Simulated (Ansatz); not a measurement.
**Phonon dispersion of MoS$_{2}$**

Theory: DFT PBE, scalar-relativistic, plane waves, PAW in Ansatz 0.2.0. Plane waves to 420 eV; Γ-centred k mesh 12×12×2; fixed occupations. No spin polarisation. Phonons by linear response, acoustic sum rule imposed.

Relaxed structure:
```yaml
crystal:
  lattice:
    - [3.18505, 0.00000, 0.00000]
    - [-1.59253, 2.75834, 0.00000]
    - [0.00000, 0.00000, 14.80252]
  atoms:
    - { symbol: Mo, position: [0.33333, 0.66667, 0.25000] }
    - { symbol: Mo, position: [0.66667, 0.33333, 0.75000] }
    - { symbol: S, position: [0.33333, 0.66667, 0.64443] }
    - { symbol: S, position: [0.66667, 0.33333, 0.14443] }
    - { symbol: S, position: [0.33333, 0.66667, 0.85557] }
    - { symbol: S, position: [0.66667, 0.33333, 0.35557] }
```

It was relaxed at this level from a cell as deposited in COD. The q mesh is coarse, so values between its points are rough. Modes under 40 cm⁻¹ are poorly fixed. No dispersion correction is applied, so modes and constants that involve weak contacts between layers, chains or molecules come out too soft.

Force constants from linear response on a 3×3×1 q mesh.

Path: Γ–M–K–Γ–A–L–H–A | L–M | H–K. Only the points of the 3×3×1 mesh were computed; the rest is interpolation, which is rough on so few points. On the mesh no mode is imaginary. Distance along the path (Å⁻¹), then the branches (cm⁻¹, negative for imaginary; the LO field is included):
```
0.000  0 0 0 4 4 9 276 276 276 276 373 373 373 375 397 397 458 458
0.285  38 39 57 58 97 98 279 279 290 290 366 366 371 371 399 399 445 445
0.570  90 91 108 108 175 175 286 286 314 315 350 350 365 365 400 400 412 412
0.854  141 142 143 144 217 217 295 295 326 326 343 343 357 357 382 382 397 397
1.139  157 157 165 166 227 227 299 299 319 320 344 344 353 353 376 376 394 394
1.303  162 163 166 167 225 225 303 303 319 319 341 341 356 356 374 374 392 392
1.468  170 170 174 174 222 222 311 311 317 318 336 336 362 362 369 369 388 388
1.632  175 175 180 180 226 226 312 312 323 323 330 330 363 363 366 366 384 384
1.796  178 178 181 181 230 230 310 310 327 327 328 328 360 360 368 368 382 382
2.125  158 159 173 174 216 216 311 311 322 323 335 335 364 364 369 369 388 388
2.454  106 107 128 128 188 188 292 292 319 320 345 345 365 365 398 398 401 401
2.783  46 46 66 67 111 111 280 280 293 294 363 364 370 370 399 400 441 441
3.112  0 0 0 4 4 9 276 276 276 276 373 373 373 375 397 397 458 458
3.138  0 0 1 4 4 9 276 276 276 276 373 373 373 373 397 397 458 458
3.191  1 1 3 4 4 9 276 276 276 276 373 373 373 373 397 397 458 458
3.244  2 2 4 4 4 8 276 276 276 276 373 373 373 373 397 397 458 458
3.297  3 3 3 3 6 7 276 276 276 276 373 373 373 373 397 397 458 458
3.466  18 18 29 29 50 50 277 277 280 280 372 372 372 372 398 398 454 454
3.751  63 63 84 84 140 140 282 282 302 302 358 358 368 368 400 400 430 430
4.036  117 117 128 128 201 201 291 291 324 324 345 345 361 361 395 395 399 399
4.321  153 153 159 159 225 225 298 298 322 322 343 343 354 354 377 377 395 395
4.545  158 158 166 166 226 226 300 300 319 319 343 343 354 354 375 375 394 394
4.709  168 168 168 168 223 223 307 307 318 318 338 338 359 359 372 372 390 390
4.874  172 172 178 178 223 223 312 312 319 319 333 333 364 364 366 366 386 386
5.038  177 177 181 181 229 229 311 311 326 326 328 328 361 361 367 367 383 383
5.285  173 173 180 180 225 225 312 312 324 324 330 330 363 363 366 366 384 384
5.614  135 135 155 155 206 206 302 302 325 325 339 339 364 364 382 382 393 393
5.942  75 75 98 98 155 155 285 285 308 308 354 354 368 368 400 400 422 422
6.271  21 21 34 34 58 58 277 277 281 281 371 371 372 372 398 398 453 453
6.436  157 157 166 166 227 227 299 299 320 320 344 344 353 353 376 376 394 394
6.489  157 157 165 166 227 227 299 299 319 320 344 344 353 353 376 376 394 394
6.542  157 157 165 166 227 227 299 299 319 320 344 344 353 353 376 376 394 394
6.595  157 157 165 166 227 227 299 299 319 320 344 344 353 353 376 376 394 394
6.648  157 157 165 166 227 227 299 299 319 320 344 344 353 353 376 376 394 394
6.674  178 178 181 181 230 230 310 310 327 327 328 328 360 360 368 368 382 382
6.727  178 178 181 181 230 230 310 310 327 327 328 328 360 360 368 368 382 382
6.780  178 178 181 181 230 230 310 310 327 327 328 328 360 360 368 368 382 382
6.833  178 178 181 181 230 230 310 310 327 327 328 328 360 360 368 368 382 382
```
